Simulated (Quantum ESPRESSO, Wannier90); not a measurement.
Wannierisation of CaS (rock salt)

Cell from Materials Project (mp-1672), symmetrised, no further relaxation. COD (Crystallography Open Database) has an entry of this formula and space group (matched by these alone). Computed values, not measurements, from PBEsol: Quantum ESPRESSO (norm-conserving PseudoDojo potentials, cutoff 55 Ry, no spin polarisation, no spin-orbit coupling) on a Γ-centred 10×10×10 mesh, then Wannier90. Density: 10×10×10 mesh, cold smearing 0.01 Ry.

Input w.win:

```
num_bands = 18
num_wann = 10
exclude_bands = 1-4
num_iter = 0
conv_tol = 1.0e-6
conv_window = 4
dis_num_iter = 1000
dis_conv_tol = 1.0e-6
dis_froz_max = 9.66
write_hr = true
write_u_matrices = true
begin projections
Ca: s;d
S: s;p
end projections
begin unit_cell_cart
ang
    0.0000000000    2.8523750000    2.8523750000
    2.8523750000    0.0000000000    2.8523750000
    2.8523750000    2.8523750000    0.0000000000
end unit_cell_cart
begin atoms_frac
Ca   0.0000000000  0.0000000000  0.0000000000
S    0.5000000000  0.5000000000  0.5000000000
end atoms_frac
mp_grid = 10 10 10
begin kpoints
0.0000000000 0.0000000000 0.0000000000
0.0000000000 0.0000000000 0.1000000000
0.0000000000 0.0000000000 0.2000000000
... (997 more lines: the 10x10x10 mesh through Gamma)
end kpoints
```

On the energy scale of pw.x, whose zero is arbitrary, the valence-band maximum lies at 5.90 eV. Lines of w_hr.dat (R1 R2 R3 m n Re Im, eV) for R = 0 and one of the shortest lattice vectors, rounded to 0.01 eV, lines under 0.02 eV left out; orbitals in order: Ca1 s, Ca1 dz2, Ca1 dxz, Ca1 dyz, Ca1 dx2-y2, Ca1 dxy, S2 s, S2 pz, S2 px, S2 py.

```
    0    0    0    1    1    12.36     0.00
    0    0    0    2    2    12.08     0.00
    0    0    0    3    3    11.16     0.00
    0    0    0    8    3     0.03     0.00
    0    0    0    9    3     0.03     0.00
    0    0    0    4    4    11.16     0.00
    0    0    0    8    4     0.03     0.00
    0    0    0   10    4     0.03     0.00
    0    0    0    5    5    12.08     0.00
    0    0    0    6    6    11.16     0.00
    0    0    0    9    6     0.03     0.00
    0    0    0   10    6     0.03     0.00
    0    0    0    7    7    -4.11     0.00
    0    0    0    3    8     0.03     0.00
    0    0    0    4    8     0.03     0.00
    0    0    0    8    8     5.67     0.00
    0    0    0    3    9     0.03     0.00
    0    0    0    6    9     0.03     0.00
    0    0    0    9    9     5.67     0.00
    0    0    0    4   10     0.03     0.00
    0    0    0    6   10     0.03     0.00
    0    0    0   10   10     5.67     0.00
   -1    0    0    1    1    -0.20     0.00
   -1    0    0    2    1    -0.03     0.00
   -1    0    0    4    1    -0.21     0.00
   -1    0    0    5    1     0.06     0.00
   -1    0    0    1    2    -0.03     0.00
   -1    0    0    4    2    -0.04     0.00
   -1    0    0    5    2     0.03     0.00
   -1    0    0    3    3     0.17     0.00
   -1    0    0    6    3     0.08     0.00
   -1    0    0    1    4    -0.21     0.00
   -1    0    0    2    4    -0.04     0.00
   -1    0    0    4    4    -0.47     0.00
   -1    0    0    5    4     0.06     0.00
   -1    0    0    1    5     0.06     0.00
   -1    0    0    2    5     0.03     0.00
   -1    0    0    4    5     0.06     0.00
   -1    0    0    5    5    -0.04     0.00
   -1    0    0    3    6     0.08     0.00
   -1    0    0    6    6     0.17     0.00
   -1    0    0    1    7    -0.71     0.00
   -1    0    0    2    7     0.55     0.00
   -1    0    0    5    7    -0.96     0.00
   -1    0    0    7    7    -0.05     0.00
   -1    0    0    8    7     0.06     0.00
   -1    0    0   10    7     0.06     0.00
   -1    0    0    3    8    -0.65     0.00
   -1    0    0    7    8    -0.06     0.00
   -1    0    0    8    8     0.14     0.00
   -1    0    0   10    8     0.03     0.00
   -1    0    0    1    9     1.44     0.00
   -1    0    0    2    9    -0.71     0.00
   -1    0    0    5    9     1.23     0.00
   -1    0    0    9    9    -0.05     0.00
   -1    0    0    6   10    -0.65     0.00
   -1    0    0    7   10    -0.06     0.00
   -1    0    0    8   10     0.03     0.00
   -1    0    0   10   10     0.14     0.00
```
